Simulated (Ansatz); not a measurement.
Values for one crystal, relaxed and computed with DFT-LDA in the program Ansatz with PAW potentials; other levels are named.

| Item | Result |
|---|---|
| Volume per atom | 13.24 Å³ |
| Band gap | 1.11 eV (indirect) |
| Elastic constants (relaxed ions, GPa) | C11 = 290, C12 = 75.8, C44 = 156 |
| Hole effective mass, band 2 of 3 at the edge | 0.23 along [100], 0.23 along [110], 0.55 along [111] (mₑ) |
| Electronic dielectric constant ε∞ (DFPT) | 9.66 |
| Hill bulk and shear moduli | 147 and 134 GPa |
| Static dielectric constant ε0 (ions relaxed, cell fixed) | 9.77 |

**Question.** Which compound is it?
A. CaO, rock salt
B. CdTe, zinc blende
C. BAs, zinc blende
D. InP, zinc blende

**Answer.** C, BAs, zinc blende

Space group F-43m (zinc blende). The LDA relaxation kept the symmetry of its start. Spin–orbit coupling is left out wherever it is not named.

Potentials: the earlier of the program's two PAW sets. The files were generated under PBE; for other functionals the program regenerates the frozen cores, and for LDA and PBEsol the local potential too.
